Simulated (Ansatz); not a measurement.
GaAs:
```
CELL_PARAMETERS angstrom
      0.00000     2.83325     2.83325
      2.83325     0.00000     2.83325
      2.83325     2.83325     0.00000
ATOMIC_POSITIONS crystal
  As 0.75000 0.75000 0.75000
  Ga 0.00000 0.00000 0.00000
```

Relaxed with r²SCAN. Special points in fractions of this cell's reciprocal vectors: Γ (0.000, 0.000, 0.000); X (0.500, 0.000, 0.500); U (0.625, 0.250, 0.625); K (0.375, 0.375, 0.750); L (0.500, 0.500, 0.500); W (0.500, 0.250, 0.750).

Task: List the band energies nearest the valence-band maximum at these points for plane-wave PAW r²SCAN (Ansatz code).

Result: In eV from the valence-band maximum; about four levels below and three above (degenerate sets whole), none deeper than 8.9 eV; points with the same levels are listed once.

```json
[
 {"k": "Γ", "below": "0.00 0.00 0.00", "above": "0.96 4.05 4.05 4.05"},
 {"k": "X", "below": "-6.95 -2.75 -2.75", "above": "1.78 1.96 10.82 10.82"},
 {"k": "U", "below": "-6.76 -3.93 -2.32", "above": "2.28 5.02 8.52"},
 {"k": "L", "below": "-6.77 -1.17 -1.17", "above": "1.35 4.99 4.99"},
 {"k": "W", "below": "-6.76 -3.61 -3.40", "above": "5.00 5.07 5.90"}
]
```

Space group F-43m (zinc blende). The cell was relaxed with r²SCAN under the symmetry of its start; phonons on a q-mesh show no instability. Spin–orbit coupling is left out wherever it is not named.

Potentials: the later of the program's two PAW sets.
